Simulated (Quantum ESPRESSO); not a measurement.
## Kohn-Sham bands of SnO$_{2}$ (Pnnm)

```xyz
6
Lattice="4.7880 0.0000 0.0000 0.0000 4.8666 0.0000 0.0000 0.0000 3.2409" Properties=species:S:1:pos:R:3 pbc="T T T"
Sn     2.3940     2.4333     1.6204
Sn     0.0000     0.0000     0.0000
O      1.3974     1.5624     0.0000
O     -1.3974    -1.5624     0.0000
O     -0.9966     0.8709     1.6204
O      0.9966    -0.8709     1.6204
```

Structure: Materials Project mp-550172, symmetrised, not relaxed again. Not found in the COD (Crystallography Open Database) copy used, which has the formula in other groups; not checked further. Method: LDA plane waves in Quantum ESPRESSO 7.5 (PseudoDojo norm-conserving files, 68 Ry, no spin polarisation, no spin-orbit coupling), Bloch states on a 6×6×10 mesh through Γ, Wannier90 4.0.1. Density: 6×6×10 mesh, Gaussian smearing 0.01 Ry. Spin-orbit coupling is left out although heavy elements are present.

List the Kohn-Sham levels between −8 and 3.7 eV relative to the valence-band maximum at the high-symmetry points, as a band run of pw.x on that density gives them (levels within 2 meV counted together).


```tsv
point	k (reciprocal lattice)	levels (eV)
Γ	0.000 0.000 0.000	-8.00, -4.10, -3.75, -3.67, -2.87, -1.96, -1.91, -1.22, -1.19, -0.61, -0.61, -0.01, 0.66
X	0.500 0.000 0.000	-6.49 (×2), -2.95 (×2), -2.86 (×2), -1.74 (×2), -1.15 (×2), -0.44 (×2)
S	0.500 0.500 0.000	-5.51 (×2), -3.72 (×2), -2.86 (×2), -1.82 (×2), -1.28 (×2), -0.73 (×2)
Y	0.000 0.500 0.000	-6.38 (×2), -2.96 (×2), -2.85 (×2), -1.92 (×2), -1.14 (×2), -0.56 (×2)
Z	0.000 0.000 0.500	-7.11 (×2), -4.07 (×2), -3.68 (×2), -2.58 (×2), -1.46 (×2), -1.05 (×2)
U	0.500 0.000 0.500	-6.78 (×2), -5.37 (×2), -4.03 (×2), -1.75 (×2), -0.81 (×2), -0.76 (×2)
R	0.500 0.500 0.500	-7.81 (×2), -4.79 (×2), -2.49 (×2), -2.40 (×2), -0.84 (×2), -0.65 (×2)
T	0.000 0.500 0.500	-6.91 (×2), -5.30 (×2), -4.02 (×2), -1.45 (×2), -1.03 (×2), -0.65 (×2)
```
